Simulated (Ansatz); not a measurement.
Relaxed-ion elastic tensor of GaP (CsCl type, Pm-3m) in GPa (Voigt order), r²SCAN in the plane-wave PAW code Ansatz; density 5.13 g/cm³, 16.29 Å³ per atom.

```tsv
	1	2	3	4	5	6
1	65.7	82.1	82.1	0.0	0.0	0.0
2	82.1	65.7	82.1	0.0	0.0	0.0
3	82.1	82.1	65.7	0.0	0.0	0.0
4	0.0	0.0	0.0	2.6	0.0	0.0
5	0.0	0.0	0.0	0.0	2.6	0.0
6	0.0	0.0	0.0	0.0	0.0	2.6
```

Task: Is the crystal mechanically stable?

Result: No: the smallest eigenvalue of C is -16.4 GPa.

A made-up cell: these elements were put on the sites of a structure type; neither database checked (COD, Materials Project) lists it. It is not the phase usual at ambient conditions (space group No. 216). The r²SCAN relaxation kept the symmetry of its start. At this level the phase is mechanically unstable. As this level gives no gap, shear constants depend on the k-mesh and smearing (Fermi–Dirac, 0.1 eV here). Spin–orbit coupling is left out wherever it is not named.

Potentials: the earlier of the program's two PAW sets.
